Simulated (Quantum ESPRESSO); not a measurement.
# Hf3GaFO7: one run as intended and one with a planted mistake

Simulated, not a measurement. The program is pw.x of Quantum ESPRESSO 7.5 (plane-wave density functional theory). The cell is made up: 12 atoms on a fluorite lattice, with randomly drawn elements, strain and displacements, not relaxed. PseudoDojo standard norm-conserving files (v0.5 for PBE, v0.4.1 for LDA and PBEsol) set the functional; there is no spin polarisation, spin-orbit coupling or dispersion term, and the masses in the input are unused placeholders.

The hafnium pseudopotential is less sure than the others, with forces about 3 percent (worst 6) and pressure in oxides about 1.5 GPa (worst 2.7) from a second method in checks, which no rerun with the same files tests.

Intended input:

```
&control calculation='scf', pseudo_dir='./dojo.nc.sr.pbe.v0_5.standard.upf', outdir='./o', disk_io='low', tprnfor=.true., tstress=.true. /
&system ibrav=0, nat=12, ntyp=4, nbnd=55, ecutwfc=84.00895049, nosym=.true., tot_charge=0,
 occupations='smearing', smearing='fd', degauss=0.0018374661
/
&electrons conv_thr=7.350e-09, electron_maxstep=60, /
ATOMIC_SPECIES
F 1.0 F.upf
Ga 1.0 Ga.upf
Hf 1.0 Hf.upf
O 1.0 O.upf
CELL_PARAMETERS angstrom
5.0797 0.0 0.0
0.0 5.0797 0.0
0.0 0.0 5.0797
ATOMIC_POSITIONS angstrom
Hf -0.0227 -0.0217 -0.0318
Ga -0.082 2.5002 2.6469
Hf 2.5118 0.1308 2.4946
Hf 2.5257 2.5109 0.2168
F 1.3666 1.2458 1.2025
O 1.2593 1.2682 3.76
O 1.3556 3.7635 1.4534
O 1.244 3.8941 3.8181
O 3.8083 1.2686 1.2116
O 3.7526 1.421 3.6306
O 3.7481 3.8057 1.2997
O 3.7225 3.8476 3.7928
K_POINTS automatic
4 4 4 1 1 1
```

The log is shortened where brackets say so; the opening notice, blank lines, dates and the lines on written files are dropped, and the path of the files is cut. It prints rydbergs, bohrs and kilobars, and counts compression as positive stress. Where no state is partly filled, the Fermi energy that it prints is only some level between the filled and the empty states on the mesh, and need not lie in the true gap.

Log of the intended run:

```
     Program PWSCF v.7.5
     Parallel version (MPI & OpenMP), running on       4 processor cores
     Number of MPI processes:                 4
     Threads/MPI process:                     1
     [start-up lines left out]
     bravais-lattice index     =            0
     lattice parameter (alat)  =       9.5992  a.u.
     unit-cell volume          =     884.5264 (a.u.)^3
     number of atoms/cell      =           12
     number of atomic types    =            4
     number of electrons       =        98.00
     number of Kohn-Sham states=           55
     kinetic-energy cutoff     =      84.0090  Ry
     charge density cutoff     =     336.0358  Ry
     scf convergence threshold =      7.3E-09
     mixing beta               =       0.7000
     number of iterations used =            8  plain     mixing
     Exchange-correlation= PBE
                           (   1   4   3   4   0   0   0)
     [axes and pseudopotential details left out]
   Cartesian axes
     site n.     atom                  positions (alat units)
         1        Hf     tau(   1) = (  -0.0044688  -0.0042719  -0.0062602  )
         2        Ga     tau(   2) = (  -0.0161427   0.4921944   0.5210741  )
         3        Hf     tau(   3) = (   0.4944780   0.0257496   0.4910920  )
         4        Hf     tau(   4) = (   0.4972144   0.4943008   0.0426797  )
         5        F      tau(   5) = (   0.2690316   0.2452507   0.2367266  )
         6        O      tau(   6) = (   0.2479083   0.2496604   0.7402012  )
         7        O      tau(   7) = (   0.2668662   0.7408902   0.2861193  )
         8        O      tau(   8) = (   0.2448964   0.7666004   0.7516389  )
         9        O      tau(   9) = (   0.7497096   0.2497392   0.2385180  )
        10        O      tau(  10) = (   0.7387444   0.2797409   0.7147272  )
        11        O      tau(  11) = (   0.7378585   0.7491978   0.2558616  )
        12        O      tau(  12) = (   0.7328189   0.7574463   0.7466583  )
     number of k points=    32  Fermi-Dirac smearing, width (Ry)=  0.0018
                       cart. coord. in units 2pi/alat
        k(    1) = (   0.1250000   0.1250000   0.1250000), wk =   0.0625000
        k(    2) = (   0.1250000   0.1250000   0.3750000), wk =   0.0625000
     [further k points left out]
     Dense  grid:    91965 G-vectors     FFT dimensions: (  60,  60,  60)
     Estimated max dynamical RAM per process >     240.09 MB
     Estimated total dynamical RAM >     892.99 MB
     Initial potential from superposition of free atoms
     starting charge      97.9917, renormalised to      98.0000
     Starting wfcs are   71 randomized atomic wfcs
     total cpu time spent up to now is        4.1 secs
     per-process dynamical memory:   176.7 Mb
     Self-consistent Calculation
     iteration #  1     ecut=    84.01 Ry     beta= 0.70
     Davidson diagonalization with overlap
     ethr =  1.00E-02,  avg # of iterations =  2.0
     total cpu time spent up to now is        9.8 secs
     total energy              =    -771.34665231 Ry
     estimated scf accuracy    <       4.21033479 Ry
     iteration #  2     ecut=    84.01 Ry     beta= 0.70
     Davidson diagonalization with overlap
     ethr =  4.30E-03,  avg # of iterations =  5.3
     total cpu time spent up to now is       18.2 secs
     total energy              =    -770.65355114 Ry
     estimated scf accuracy    <      12.15810049 Ry
     [iterations 3 to 13 left out]
     iteration # 14     ecut=    84.01 Ry     beta= 0.70
     Davidson diagonalization with overlap
     ethr =  1.49E-10,  avg # of iterations =  2.2
     total cpu time spent up to now is      101.8 secs
     total energy              =    -773.41771169 Ry
     estimated scf accuracy    <       0.00000001 Ry
     iteration # 15     ecut=    84.01 Ry     beta= 0.70
     Davidson diagonalization with overlap
     ethr =  1.10E-11,  avg # of iterations =  4.4
     total cpu time spent up to now is      109.9 secs
     End of self-consistent calculation
     [lines on levels left out]
     the Fermi energy is    12.4918 ev
!    total energy              =    -773.41771169 Ry
     estimated scf accuracy    <          1.6E-09 Ry
     smearing contrib. (-TS)   =      -0.00000000 Ry
     internal energy E=F+TS    =    -773.41771169 Ry
     The total energy is F=E-TS. E is the sum of the following terms:
     one-electron contribution =    -161.22025057 Ry
     hartree contribution      =     146.83550980 Ry
     xc contribution           =    -197.70314881 Ry
     ewald contribution        =    -561.32982211 Ry
     convergence has been achieved in  15 iterations
     Forces acting on atoms (cartesian axes, Ry/au):
     atom    1 type  3   force =    -0.06404206   -0.12109811   -0.11999452
     atom    2 type  2   force =    -0.02294654    0.10250793    0.06425071
     atom    3 type  3   force =     0.08460089   -0.15653623    0.15719573
     atom    4 type  3   force =     0.09164604    0.18907993   -0.18406774
     atom    5 type  1   force =    -0.08622619   -0.03036990    0.00638455
     atom    6 type  4   force =    -0.03246529    0.02878431    0.01468503
     atom    7 type  4   force =    -0.07582230   -0.01467834   -0.06520547
     atom    8 type  4   force =    -0.02800264   -0.01247603    0.06999902
     atom    9 type  4   force =     0.02847319   -0.01092124   -0.02315606
     atom   10 type  4   force =     0.02404980   -0.03550243    0.05754219
     atom   11 type  4   force =     0.05584079    0.00767968   -0.02465645
     atom   12 type  4   force =     0.02489431    0.05353042    0.04702302
     Total force =     0.474742     Total SCF correction =     0.000074
     Computing stress (Cartesian axis) and pressure
          total   stress  (Ry/bohr**3)                   (kbar)     P=       25.28
   0.00024041   0.00009593  -0.00005206           35.37       14.11       -7.66
   0.00009593   0.00017389  -0.00000636           14.11       25.58       -0.94
  -0.00005206  -0.00000636   0.00010115           -7.66       -0.94       14.88
     init_run     :      3.73s CPU      3.94s WALL (       1 calls)
     electrons    :    105.04s CPU    105.90s WALL (       1 calls)
     forces       :      1.61s CPU      1.64s WALL (       1 calls)
     stress       :      5.28s CPU      5.47s WALL (       1 calls)
     [timing details left out]
     PWSCF        :   1m55.81s CPU   1m57.22s WALL
     JOB DONE.
```

A second run has one planted mistake: two atoms have their elements exchanged. The input lines that differ, file-writing options aside:

```
- F 1.3666 1.2458 1.2025
+ O 1.3666 1.2458 1.2025
- O 3.7225 3.8476 3.7928
+ F 3.7225 3.8476 3.7928
```

Its log:

```
     Program PWSCF v.7.5
     Parallel version (MPI & OpenMP), running on       4 processor cores
     Number of MPI processes:                 4
     Threads/MPI process:                     1
     [start-up lines left out]
     bravais-lattice index     =            0
     lattice parameter (alat)  =       9.5992  a.u.
     unit-cell volume          =     884.5264 (a.u.)^3
     number of atoms/cell      =           12
     number of atomic types    =            4
     number of electrons       =        98.00
     number of Kohn-Sham states=           55
     kinetic-energy cutoff     =      84.0090  Ry
     charge density cutoff     =     336.0358  Ry
     scf convergence threshold =      7.3E-09
     mixing beta               =       0.7000
     number of iterations used =            8  plain     mixing
     Exchange-correlation= PBE
                           (   1   4   3   4   0   0   0)
     [axes and pseudopotential details left out]
   Cartesian axes
     site n.     atom                  positions (alat units)
         1        Hf     tau(   1) = (  -0.0044688  -0.0042719  -0.0062602  )
         2        Ga     tau(   2) = (  -0.0161427   0.4921944   0.5210741  )
         3        Hf     tau(   3) = (   0.4944780   0.0257496   0.4910920  )
         4        Hf     tau(   4) = (   0.4972144   0.4943008   0.0426797  )
         5        O      tau(   5) = (   0.2690316   0.2452507   0.2367266  )
         6        O      tau(   6) = (   0.2479083   0.2496604   0.7402012  )
         7        O      tau(   7) = (   0.2668662   0.7408902   0.2861193  )
         8        O      tau(   8) = (   0.2448964   0.7666004   0.7516389  )
         9        O      tau(   9) = (   0.7497096   0.2497392   0.2385180  )
        10        O      tau(  10) = (   0.7387444   0.2797409   0.7147272  )
        11        O      tau(  11) = (   0.7378585   0.7491978   0.2558616  )
        12        F      tau(  12) = (   0.7328189   0.7574463   0.7466583  )
     number of k points=    32  Fermi-Dirac smearing, width (Ry)=  0.0018
                       cart. coord. in units 2pi/alat
        k(    1) = (   0.1250000   0.1250000   0.1250000), wk =   0.0625000
        k(    2) = (   0.1250000   0.1250000   0.3750000), wk =   0.0625000
     [further k points left out]
     Dense  grid:    91965 G-vectors     FFT dimensions: (  60,  60,  60)
     Estimated max dynamical RAM per process >     240.09 MB
     Estimated total dynamical RAM >     892.99 MB
     Initial potential from superposition of free atoms
     starting charge      97.9917, renormalised to      98.0000
     Starting wfcs are   71 randomized atomic wfcs
     total cpu time spent up to now is        4.8 secs
     per-process dynamical memory:   176.7 Mb
     Self-consistent Calculation
     iteration #  1     ecut=    84.01 Ry     beta= 0.70
     Davidson diagonalization with overlap
     ethr =  1.00E-02,  avg # of iterations =  2.0
     total cpu time spent up to now is       11.5 secs
     total energy              =    -771.49648349 Ry
     estimated scf accuracy    <       4.11031397 Ry
     iteration #  2     ecut=    84.01 Ry     beta= 0.70
     Davidson diagonalization with overlap
     ethr =  4.19E-03,  avg # of iterations =  4.7
     total cpu time spent up to now is       20.6 secs
     total energy              =    -771.56899765 Ry
     estimated scf accuracy    <       8.62112900 Ry
     [iterations 3 to 12 left out]
     iteration # 13     ecut=    84.01 Ry     beta= 0.70
     Davidson diagonalization with overlap
     ethr =  2.86E-10,  avg # of iterations =  2.0
     total cpu time spent up to now is      105.9 secs
     total energy              =    -773.50248958 Ry
     estimated scf accuracy    <          8.6E-09 Ry
     iteration # 14     ecut=    84.01 Ry     beta= 0.70
     Davidson diagonalization with overlap
     ethr =  8.73E-12,  avg # of iterations =  4.9
     total cpu time spent up to now is      114.5 secs
     End of self-consistent calculation
     [lines on levels left out]
     the Fermi energy is    12.3294 ev
!    total energy              =    -773.50248959 Ry
     estimated scf accuracy    <          5.6E-09 Ry
     smearing contrib. (-TS)   =      -0.00000000 Ry
     internal energy E=F+TS    =    -773.50248959 Ry
     The total energy is F=E-TS. E is the sum of the following terms:
     one-electron contribution =    -160.40449090 Ry
     hartree contribution      =     146.58246609 Ry
     xc contribution           =    -197.74252775 Ry
     ewald contribution        =    -561.93793703 Ry
     convergence has been achieved in  14 iterations
     Forces acting on atoms (cartesian axes, Ry/au):
     atom    1 type  3   force =     0.09311068    0.03060626    0.02967177
     atom    2 type  2   force =     0.07617526    0.00258785   -0.03298618
     atom    3 type  3   force =    -0.06407121   -0.01246161   -0.01215687
     atom    4 type  3   force =    -0.05539455    0.01743888   -0.05423361
     atom    5 type  4   force =    -0.05738859   -0.04401664   -0.00719044
     atom    6 type  4   force =    -0.03821869    0.02539793    0.01603917
     atom    7 type  4   force =    -0.07565091   -0.00782471   -0.05633184
     atom    8 type  4   force =    -0.03485343   -0.02039376    0.06529983
     atom    9 type  4   force =     0.04444516   -0.01409508   -0.02373376
     atom   10 type  4   force =     0.03118130   -0.01903973    0.06536542
     atom   11 type  4   force =     0.06752159    0.01169284   -0.01608596
     atom   12 type  1   force =     0.01314339    0.03010777    0.02634248
     Total force =     0.256275     Total SCF correction =     0.000202
     Computing stress (Cartesian axis) and pressure
          total   stress  (Ry/bohr**3)                   (kbar)     P=       21.21
   0.00011559   0.00000899  -0.00004836           17.00        1.32       -7.11
   0.00000899   0.00017323   0.00010359            1.32       25.48       15.24
  -0.00004836   0.00010359   0.00014383           -7.11       15.24       21.16
     init_run     :      4.28s CPU      4.54s WALL (       1 calls)
     electrons    :    109.01s CPU    109.76s WALL (       1 calls)
     forces       :      1.57s CPU      1.61s WALL (       1 calls)
     stress       :      6.18s CPU      6.41s WALL (       1 calls)
     [timing details left out]
     PWSCF        :   2m 1.29s CPU   2m 2.69s WALL
     JOB DONE.
```

|  | intended run | run with the mistake |
| --- | --- | --- |
| free energy (eV) | -10522.884 | -10524.038 |
| smearing term -TS (eV) | 0.0000 | 0.0000 |
| pressure (GPa) | 2.53 | 2.12 |
| largest force component (eV/Å) | 4.861 | 2.394 |
| largest change of a force component (eV/Å) |  | 4.413 |
| iterations | 15 | 14 |

For scale, a rerun of the intended cell at a cutoff of 1437 eV and k mesh 6 x 6 x 6 moved values by no more than 0.002 eV in energy, 0.03 GPa in stress and 0.005 eV/Å in force.